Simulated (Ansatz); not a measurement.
Guessed and relaxed cells of YF

The guess for YF was made by a generator: close-packed anion layers stacked AB, with sites between them filled layer by layer (P6_3mc, No. 186) (elements of the layers in order: F F). The dimensions are guesses.

start.cif

```cif
data_structure
_symmetry_space_group_name_H-M 'P 1'
_symmetry_Int_Tables_number 1
_cell_length_a 3.7130
_cell_length_b 3.7130
_cell_length_c 6.1091
_cell_angle_alpha 90.000
_cell_angle_beta 90.000
_cell_angle_gamma 120.000
_cell_volume 72.94
loop_
_atom_site_label
_atom_site_type_symbol
_atom_site_fract_x
_atom_site_fract_y
_atom_site_fract_z
_atom_site_occupancy
Y1 Y 0.33333 0.66667 0.37313 1
Y2 Y 0.66667 0.33333 0.87313 1
F1 F 0.33333 0.66667 0.00000 1
F2 F 0.66667 0.33333 0.50000 1
```

Level of theory: DFT PBE, scalar-relativistic, plane waves, PAW in Ansatz 0.2.0. Cutoff 420 eV, Gaussian smearing, Γ-centred meshes. Cell and atoms relax first on a coarse mesh and then on a finer one. In between, the cell is made exact in the group found at 0.06 Å. In metals the finer mesh still leaves noise of several meV/atom or more. The steps can't lower the symmetry of their start. No spin polarisation in the relaxation; trial moments died out in a coarse test.

end.cif

```cif
data_structure
_symmetry_space_group_name_H-M 'P 1'
_symmetry_Int_Tables_number 1
_cell_length_a 3.5382
_cell_length_b 3.5382
_cell_length_c 7.5687
_cell_angle_alpha 90.000
_cell_angle_beta 90.000
_cell_angle_gamma 120.000
_cell_volume 82.06
loop_
_atom_site_label
_atom_site_type_symbol
_atom_site_fract_x
_atom_site_fract_y
_atom_site_fract_z
_atom_site_occupancy
Y1 Y 0.33333 0.66667 0.33164 1
Y2 Y 0.66667 0.33333 0.83164 1
F1 F 0.33333 0.66667 0.04150 1
F2 F 0.66667 0.33333 0.54150 1
```

The symmetry stays P6_3mc (No. 186). The volume per atom grows by 12.5 %, from 18.2 to 20.5 Å³. The shortest distance goes from 2.28 Å (Y–F) to 2.20 Å (Y–F). The ratio c/a of the conventional cell changes by a factor of 1.30. The energy falls by about 0.14 eV/atom (the start's value is from the coarse mesh).

For YF, the volume per atom is 20.51 Å³. The density is 4.37 g/cm³, the energy over the elements is −2.28 eV/atom and the gap on the 18×18×6 mesh of the 4-atom cell is 0 eV (a metal).

Energies over the elements count from the elements' standard structures at the same level (F₂ as a molecule), with no fitted energy shifts. It lies below the elements, which doesn't yet make it stable against other compounds or structures.

The last run used Gaussian smearing of 0.10 eV. Symmetry constrained the relaxation, so the result can be a saddle point. In all, the 4 runs took 7.7 min on 1 thread of Arm Neoverse V2 (shared host).
